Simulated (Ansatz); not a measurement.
LiTaF6 in space group R-3 (No. 148; Li on 3b, Ta on 3a, F on 18f), r²SCAN (plane waves, PAW; program Ansatz). The conduction-band minimum lies at L, with 3 equivalent valleys. Second derivatives d²E/dk² of the lowest band at one valley (eV·Å²), along Cartesian directions:

| direction | d²E/dk² |
|---|---|
| [100] | 0.7840 |
| [010] | 1.013 |
| [001] | 0.7518 |
| [110] | 0.7617 |
| [101] | 0.9055 |
| [011] | 1.270 |

Question: Find the principal effective masses, the density-of-states mass and the conductivity mass.

Answer: Off-diagonal terms follow from H_xy = H[110] − (H_xx + H_yy)/2, and m*/mₑ = 7.620 eV·Å² over each eigenvalue: 5.9, 8.7, 20. One valley's DOS mass (m₁m₂m₃)^(1/3) = 10, conductivity mass 3/(Σ 1/mᵢ) = 9.0 mₑ.

Question: What effective density of states Nc follows at 300 K for parabolic valleys?

Answer: Nc = 2.509e19 × 3 × (10)^(3/2) ≈ 2.4e21 cm⁻³.

The workflow started from a Materials Project entry (that database holds measured and hypothetical structures alike); the Crystallography Open Database copy checked does not list it. With Li and Ta taken as one species the cell has the higher symmetry R-3c, so it may be an ordered model of a mixed-site phase. Whether it is the stable phase at ambient conditions was not checked. The cell was relaxed with r²SCAN under the symmetry of its start; whether a distortion lowers the energy is not shown. The run is not spin-polarised. Scalar-relativistic: spin–orbit coupling is off unless named, which matters more the heavier the elements.

Potentials: the later of the program's two PAW sets.

Edges and masses are those of Kohn–Sham bands, whose gap is no quasiparticle gap.
